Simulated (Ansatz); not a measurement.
Question: Name crystals whose computed values (plane-wave PAW r²SCAN (Ansatz code)) fall in these windows: highest Γ mode, no LO–TO term (cm⁻¹) 380 to 480; B₀ by P(V) fit (GPa) 150 to 200.

Answer: 

```tsv
crystal	highest Γ mode, no LO–TO term (cm⁻¹)	B₀ by P(V) fit (GPa)
SiNi, Pnma (Si on 4c, Ni on 4c)	414	178
TiSi, Pnma (Ti on 4c, Si on 4c)	463	154
```
Others may fit too.

Standing as an ambient phase not checked: TiSi, Pnma (Ti on 4c, Si on 4c). All cells were relaxed under the symmetry of their starts (and spin orders); stability against distortions was not tested throughout. Rows with no word on spin ran without spin polarisation.

Potentials: the earlier of the program's two PAW sets.
